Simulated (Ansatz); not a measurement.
Computed properties of C

C:
```yaml
crystal:
  lattice:
    - [3.79564, 0.00000, 0.00000]
    - [0.00000, 3.79564, 0.00000]
    - [0.00000, 0.00000, 4.67207]
  atoms:
    - { symbol: C, position: [0.92395, 0.07605, 0.75000] }
    - { symbol: C, position: [0.42395, 0.42395, 0.00000] }
    - { symbol: C, position: [0.07605, 0.92395, 0.25000] }
    - { symbol: C, position: [0.57605, 0.57605, 0.50000] }
    - { symbol: C, position: [0.62114, 0.16705, 0.53363] }
    - { symbol: C, position: [0.33295, 0.12114, 0.78363] }
    - { symbol: C, position: [0.37886, 0.83295, 0.03363] }
    - { symbol: C, position: [0.66705, 0.87886, 0.28363] }
    - { symbol: C, position: [0.12114, 0.33295, 0.21637] }
    - { symbol: C, position: [0.83295, 0.37886, 0.96637] }
    - { symbol: C, position: [0.87886, 0.66705, 0.71637] }
    - { symbol: C, position: [0.16705, 0.62114, 0.46637] }
```

Space group P4_12_12 (No. 92); conventional cell a = b = 3.7956 Å, c = 4.6721 Å, α = β = γ = 90.00°.

Method: r²SCAN (plane waves, PAW; program Ansatz). Structure relaxed to zero pressure with the same functional. Other levels are named where they apply.

**Cell and energy**

Volume per atom: 5.61 Å³
Density: 3.56 g/cm³

**Electronic structure**

- Band gap = 5.37 eV (indirect)
- Valence-band maximum = on the M–Γ line, 40 % of the way from M
- Conduction-band minimum = at Γ
- Smallest direct gap on the standard path = 5.91 eV
- Electron effective mass = 0.40, 0.43, 0.43 mₑ (principal values)
- Hole effective mass = 0.42, 2.0, 2.7 mₑ (principal values)
- HSE06 gap on the r²SCAN cell = 6.26 eV

**Mechanics**

- Bulk modulus (Birch–Murnaghan fit): 409 GPa
- Pressure derivative B′: 3.8
- Elastic constants (relaxed ions, GPa): C11 = 1200, C12 = 51.3, C13 = 75.9, C33 = 925, C44 = 489, C66 = 542
- Mechanical stability: stable (all eigenvalues of C positive)
- Hill bulk and shear moduli: 412 and 510 GPa
- Young's modulus: 1080 GPa
- Poisson's ratio: 0.06
- Debye temperature from the elastic constants: 2190 K
- Piezoelectric stress constants (proper, relaxed ions, C/m²): e14 = 0.03, e25 = -0.03

The start of the workflow was typed in or built on a structure type; neither database checked (COD, Materials Project) lists it. It is not the phase usual at ambient conditions (space group No. 194, 227). The cell was relaxed with r²SCAN under the symmetry of its start; its stability against distortions is not shown here. The volume moved by 26 % from the start of the relaxation. Signs of piezoelectric constants follow the polarity of the cell as given.

Potentials: the later of the program's two PAW sets.
